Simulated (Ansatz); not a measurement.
Polymorphs of VPt3, each relaxed with PBEsol (plane waves, PAW; program Ansatz):

A: I4/mmm
a = b = 3.8408 Å, c = 7.8119 Å, α = β = γ = 90.00°

```csv
atom,site,symmetry,x,y,z
V,2a,4/mmm,0.0000,0.0000,0.0000
Pt,4d,-4m2,0.0000,0.5000,0.2500
Pt,2b,4/mmm,0.0000,0.0000,0.5000
```

B: R-3m
a = 2.731 Å, b = 2.731 Å, c = 26.913 Å, α = 90.00°, β = 90.00°, γ = 120.00°

```csv
atom,site,symmetry,x,y,z
V,3a,-3m,0.0000,0.0000,0.0000
Pt,6c,3m,0.0000,0.0000,0.2558
Pt,3b,-3m,0.0000,0.0000,0.5000
```

Q: Rank these by energy per atom at 0 K (lowest first), as PBEsol gives it.

A: A (+0 meV/atom), B (+147 meV/atom)

Spin orders computed, not proven ground states: A ferromagnetic. Standing as an ambient phase not checked: A; B. All cells were relaxed under the symmetry of their starts (and spin orders); stability against distortions was not tested throughout. Rows with no word on spin ran without spin polarisation. Scalar-relativistic: spin–orbit coupling is off unless named, which matters more the heavier the elements.

Energies hold the estimated change up to a 700 eV cutoff; steps of a few meV lie near the error of the meshes.

Potentials: the later of the program's two PAW sets.
